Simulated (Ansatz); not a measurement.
These are results of Ansatz, DFT PBE, scalar-relativistic, plane waves, PAW, and for the lanthanide a 4f-in-core norm-conserving potential, not measurements. All cells share a 690 eV cutoff and Γ-centred k meshes spaced at most about 0.3 Å⁻¹ (2π included). No spin polarisation in the final relaxations.

Temperature and zero-point effects are left out. All come from trial cells, and lower structures may exist.

Task: Which of these relaxed structures of RbHoBr4 is the lowest in energy?
A.

```cif
data_structure
_symmetry_space_group_name_H-M 'P4/mmm'
_symmetry_Int_Tables_number 123
_cell_length_a 5.0119
_cell_length_b 5.0119
_cell_length_c 8.2179
_cell_angle_alpha 90.000
_cell_angle_beta 90.000
_cell_angle_gamma 90.000
_cell_volume 206.42
loop_
_atom_site_label
_atom_site_type_symbol
_atom_site_symmetry_multiplicity
_atom_site_Wyckoff_symbol
_atom_site_fract_x
_atom_site_fract_y
_atom_site_fract_z
_atom_site_occupancy
Rb1 Rb 1 d 0.50000 0.50000 0.50000 1
Ho1 Ho 1 a 0.00000 0.00000 0.00000 1
Br1 Br 4 i 0.50000 0.00000 0.79536 1
```

B.

```cif
data_structure
_symmetry_space_group_name_H-M 'P6/mmm'
_symmetry_Int_Tables_number 191
_cell_length_a 5.2521
_cell_length_b 5.2521
_cell_length_c 8.1293
_cell_angle_alpha 90.000
_cell_angle_beta 90.000
_cell_angle_gamma 120.000
_cell_volume 194.20
loop_
_atom_site_label
_atom_site_type_symbol
_atom_site_symmetry_multiplicity
_atom_site_Wyckoff_symbol
_atom_site_fract_x
_atom_site_fract_y
_atom_site_fract_z
_atom_site_occupancy
Rb1 Rb 1 a 0.00000 0.00000 0.00000 1
Ho1 Ho 1 b 0.00000 0.00000 0.50000 1
Br1 Br 4 h 0.33333 0.66667 0.70295 1
```

C.

```cif
data_structure
_symmetry_space_group_name_H-M 'P4/mmm'
_symmetry_Int_Tables_number 123
_cell_length_a 5.5271
_cell_length_b 5.5271
_cell_length_c 9.0802
_cell_angle_alpha 90.000
_cell_angle_beta 90.000
_cell_angle_gamma 90.000
_cell_volume 277.39
loop_
_atom_site_label
_atom_site_type_symbol
_atom_site_symmetry_multiplicity
_atom_site_Wyckoff_symbol
_atom_site_fract_x
_atom_site_fract_y
_atom_site_fract_z
_atom_site_occupancy
Rb1 Rb 1 a 0.00000 0.00000 0.00000 1
Ho1 Ho 1 d 0.50000 0.50000 0.50000 1
Br1 Br 2 h 0.50000 0.50000 0.80396 1
Br2 Br 2 e 0.50000 0.00000 0.50000 1
```

D.

```cif
data_structure
_symmetry_space_group_name_H-M 'P6/mmm'
_symmetry_Int_Tables_number 191
_cell_length_a 5.3707
_cell_length_b 5.3707
_cell_length_c 11.6967
_cell_angle_alpha 90.000
_cell_angle_beta 90.000
_cell_angle_gamma 120.000
_cell_volume 292.19
loop_
_atom_site_label
_atom_site_type_symbol
_atom_site_symmetry_multiplicity
_atom_site_Wyckoff_symbol
_atom_site_fract_x
_atom_site_fract_y
_atom_site_fract_z
_atom_site_occupancy
Rb1 Rb 1 a 0.00000 0.00000 0.00000 1
Ho1 Ho 1 b 0.00000 0.00000 0.50000 1
Br1 Br 2 e 0.00000 0.00000 0.73593 1
Br2 Br 2 d 0.33333 0.66667 0.50000 1
```

Result: C. It has space group P4/mmm (No. 123); the next, A, with space group P4/mmm (No. 123), lies 43 meV/atom higher. Counting Br atoms around Ho and Rb (those within 1.25 times the shortest such distance or 1.15 times the sum of covalent radii, 1.27 where that leaves under three; a plus sign parts nearer from farther groups; the shortest distance is added where it exceeds 1.18 times the sum of covalent radii), the lowest has Rb 8+8 from 4.3 Å, Ho 6 and the next has Rb 8, Ho 8.

Cells relaxed within their symmetry can be saddle points. Some candidate types were left out of the draw beforehand, so a known form may be missing.

The lanthanide is trivalent by construction, without f bands, f moments or other valences.
